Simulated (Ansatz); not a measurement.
Sheets of one type (M2XT2 MXene (fcc sites)-type), r²SCAN+D4 in the plane-wave PAW code Ansatz; HSE06 gaps on those cells.

```csv
layer,a (Å),thickness (Å)
Nb2H2NO2,2.931,7.60
Mo2H2NO2,2.799,7.71
W2H2NO2,2.782,7.86
Zr2H2NO2,[?],[?]
```

Q: Fill in the missing entries.

A: 
- Zr2H2NO2, a (Å): 3.280
- Zr2H2NO2, thickness (Å): 6.95

Began spin-polarised and lost the moments: Nb2H2NO2, M2XT2 MXene (fcc sites)-type layer; Mo2H2NO2, M2XT2 MXene (fcc sites)-type layer; W2H2NO2, M2XT2 MXene (fcc sites)-type layer; Zr2H2NO2, M2XT2 MXene (fcc sites)-type layer. All cells were relaxed under the symmetry of their starts (and spin orders); stability against distortions was not tested throughout. No Hubbard U is applied. Scalar-relativistic: spin–orbit coupling is off unless named, which matters more the heavier the elements. Constructed layers (a layer type filled with these elements): Nb2H2NO2, M2XT2 MXene (fcc sites)-type layer; Mo2H2NO2, M2XT2 MXene (fcc sites)-type layer; W2H2NO2, M2XT2 MXene (fcc sites)-type layer; Zr2H2NO2, M2XT2 MXene (fcc sites)-type layer.

Potentials: the later of the program's two PAW sets.
